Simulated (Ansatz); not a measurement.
Polymorphs of ZrTa, each relaxed with r²SCAN in the plane-wave PAW code Ansatz:

A: L1₀ or tetragonal B2 (P4/mmm), a = 2.928 Å, b = 2.928 Å, c = 4.782 Å, α = 90.00°, β = 90.00°, γ = 90.00°

B: Pmma, a = 4.6565 Å, b = 3.5695 Å, c = 4.9707 Å, α = 90.00°, β = 90.00°, γ = 90.00°

C: rock salt (Fm-3m), a = b = c = 5.643 Å, α = β = γ = 90.00°

D: Cmcm, a = 2.9529 Å, b = 11.4385 Å, c = 4.8928 Å, α = β = γ = 90.00°

Q: Order them by energy per atom at 0 K (lowest first) at the level r²SCAN.

A: B (+0 meV/atom), D (+29 meV/atom), A (+54 meV/atom), C (+1080 meV/atom)

Typed or built starts, not in the databases checked: A; B; C; D. Unstable at this level: C. All cells were relaxed under the symmetry of their starts (and spin orders); stability against distortions was not tested throughout. Rows with no word on spin ran without spin polarisation. Spin–orbit coupling is left out wherever it is not named.

Energies hold the estimated change up to a 700 eV cutoff; steps of a few meV lie near the error of the meshes.

Potentials: the later of the program's two PAW sets.
